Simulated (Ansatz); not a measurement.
Input and command of a calculation in Ansatz (plane waves; scalar-relativistic PAW potentials unless the input names others):

```yaml
crystal:
  lattice:
    - [-2.1785721926, 2.1785721926, 4.2726759819]
    - [2.1785721926, -2.1785721926, 4.2726759819]
    - [2.1785721926, 2.1785721926, -4.2726759819]
  atoms:
    - { symbol: Ta, position: [0.0, 0.5, 0.5] }
    - { symbol: Ta, position: [0.2607537444, 0.2607537444, 0.0] }
    - { symbol: Ta, position: [0.5, 0.0, 0.5] }
    - { symbol: Ta, position: [0.7392462556, 0.7392462556, 0.0] }
    - { symbol: "N", position: [0.75, 0.25, 0.5] }
    - { symbol: "N", position: [0.0, 0.0, 0.0] }
    - { symbol: "N", position: [0.25, 0.75, 0.5] }
basis:
  ecutwfc: 420
kpoints:
  mp_grid: { grid: [12, 12, 12] }
hamiltonian:
  xc: pbesol
scf:
  occupations: { method: gaussian, width: 0.15 }
  convergence: { dr2_threshold: 1.0e-14 }
  max_iter: 60
output:
  forces: true
  eigenvalues: true
  stress: true
```

```bash
ansatz run input.yaml --threads 2 --pin off --max-ram 5120MiB --backend cpu --events-out ev --progress --plain --runs-dir out
```

Abridged log:
```
Pseudopotentials: kind: paw
Pseudopotential: Ta, paw, valence charge 13, recommended cutoff 420 eV (normal)
Pseudopotential: N, paw, valence charge 5, recommended cutoff 420 eV (normal)
Functional definition: PBEsol
Crystal: 7 atoms, lattice volume = 81.116 Å³
Basis set: ecut = 420 eV, 1583 PW (Γ), exchange–correlation on 72×72×72 points (8 copies of the dense FFT grid, shifted against one another)
Bands: 41, of which v1, the nominal top of the filled ones, is band 34 counted from 1 (33 counted from 0)
Symmetry: 16 space group operations
Space group: I4/mmm (ITA 139), of the structure as read, at distance tolerance 4.3e-5 Å
k-points: 163 of 1728
Initial density: superposition of atomic densities (neutral atoms: chi_scale 0, normalization atom), corrected by the library's trained network
Initial wavefunctions: pseudopotential atomic-orbital guess
Functional: x = pbesol(κ = 0.804, μ = 0.12345679), c = pbesol(β = 0.046)
SCF iter   1: F=—  HF=-40369.200538 eV  |F-HF|=—  |Δ(HF+E_count)|=         —  Δρ=1.71e-2  dr2=3.07e-1  ethr=1.77e-3  ⟨swp⟩=4.7  Hψ=25464  notcnv=0
SCF iter   2: F=—  HF=-40369.139484 eV  |F-HF|=—  |Δ(HF+E_count)|=   6.11e-2  Δρ=5.54e-3  dr2=2.47e-2  ethr=4.58e-4  ⟨swp⟩=2.0  Hψ=9699  notcnv=0  defer=22
SCF iter   3: F=—  HF=-40369.134780 eV  |F-HF|=—  |Δ(HF+E_count)|=   4.70e-3  Δρ=2.60e-3  dr2=5.17e-3  ethr=3.68e-5  ⟨swp⟩=1.9  Hψ=6788  notcnv=0  defer=22
SCF iter   4: F=—  HF=-40369.133413 eV  |F-HF|=—  |Δ(HF+E_count)|=   1.37e-3  Δρ=4.70e-4  dr2=1.56e-4  ethr=7.71e-6  ⟨swp⟩=2.6  Hψ=10027  notcnv=0  defer=22
SCF iter   5: F=—  HF=-40369.133379 eV  |F-HF|=—  |Δ(HF+E_count)|=   3.44e-5  Δρ=1.42e-4  dr2=1.47e-5  ethr=2.33e-7  ⟨swp⟩=2.0  Hψ=8964  notcnv=0  defer=22
SCF iter   6: F=—  HF=-40369.133363 eV  |F-HF|=—  |Δ(HF+E_count)|=   1.59e-5  Δρ=4.63e-5  dr2=1.23e-6  ethr=2.20e-8  ⟨swp⟩=2.0  Hψ=9202  notcnv=0  defer=22
SCF iter   7: F=—  HF=-40369.133364 eV  |F-HF|=—  |Δ(HF+E_count)|=   5.41e-7  Δρ=1.04e-5  dr2=8.96e-8  ethr=1.83e-9  ⟨swp⟩=2.0  Hψ=9362  notcnv=0  defer=36
SCF iter   8: F=—  HF=-40369.133364 eV  |F-HF|=—  |Δ(HF+E_count)|=   1.12e-8  Δρ=2.05e-6  dr2=6.31e-9  ethr=1.34e-10  ⟨swp⟩=2.0  Hψ=8529  notcnv=0  defer=36
SCF iter   9: F=—  HF=-40369.133364 eV  |F-HF|=—  |Δ(HF+E_count)|=   1.30e-9  Δρ=3.70e-7  dr2=1.65e-10  ethr=9.41e-12  ⟨swp⟩=2.2  Hψ=9426  notcnv=0  defer=37
SCF iter  10: F=—  HF=-40369.133364 eV  |F-HF|=—  |Δ(HF+E_count)|=  2.91e-11  Δρ=6.98e-8  dr2=3.68e-12  ethr=2.47e-13 (applied; sched 1.00e-12)  ⟨swp⟩=2.2  Hψ=9904  notcnv=0  defer=335
SCF iter  11: F=—  HF=-40369.133364 eV  |F-HF|=—  |Δ(HF+E_count)|=  7.28e-12  Δρ=1.15e-8  dr2=1.04e-13  ethr=5.49e-15 (applied; sched 1.00e-12)  ⟨swp⟩=2.2  Hψ=9460  notcnv=0  defer=348
SCF iter  12: F=—  HF=-40369.133364 eV  |F-HF|=—  |Δ(HF+E_count)|=  7.28e-12  Δρ=3.97e-9  dr2=1.21e-14  ethr=1.00e-12  ⟨swp⟩=10.1  Hψ=24898  notcnv=0
SCF iter  13: F=-40369.133364 eV  HF=-40369.133364 eV  |F-HF|=7.28e-12  |Δ(HF+E_count)|=    0.00e0  Δρ=1.63e-9  dr2=2.04e-15  ethr=1.00e-12  ⟨swp⟩=3.9  Hψ=16219  notcnv=0
SCF 1 converged in 13 iterations: F = -40369.133364 eV  dr2 = 2.04e-15
SCF converged after 13 iterations
Free energy (F): -40369.133364 eV
Harris-Foulkes:  -40369.133364 eV  (|F-HF|=7.28e-12)
Internal energy: -40369.107547 eV  (E = F + TS)
E sigma→0 (E₀):  -40369.120455 eV
Entropy (-TS):   -0.025816 eV (-3.688 meV/atom)
Fermi energy:    20.730333 eV
--- Forces (eV/Å), atoms counted from 1 ---
  atom   1  Ta     0.00000000     0.00000000     0.00000000
  atom   2  Ta     0.00000000     0.00000000    -0.00074743
  atom   3  Ta     0.00000000     0.00000000     0.00000000
  atom   4  Ta     0.00000000     0.00000000     0.00074743
  atom   5  N      0.00000000     0.00000000     0.00000000
  atom   6  N      0.00000000     0.00000000     0.00000000
  atom   7  N      0.00000000     0.00000000     0.00000000
--- Stress (GPa, compression-positive) ---
        0.019713       0.000000       0.000000
        0.000000       0.019713       0.000000
        0.000000       0.000000      -0.092725
  P = ⅓ Tr σ = -0.0178 GPa (-0.178 kbar)
```

One setting here is needlessly strict: a threshold far tighter than needed (scf.convergence.dr2_threshold: not typed → 1e-14). It leaves the result as it was and can only cost iterations: the run converged in 13 SCF iterations (reference: 7) with an energy at zero smearing within 0.01 meV/atom of the reference's, pressure -0.02 GPa, largest force 0.001 eV/Å, no gap on the mesh. A reference run from the same start on usual settings converged with pressure -0.02 GPa, largest force 0.001 eV/Å, no gap on the mesh.

Time: 43 s on 2 threads of Intel(R) Xeon(R) Processor @ 2.50GHz (Skylake/Cascade Lake) (shared host), peak memory 0.66 GiB.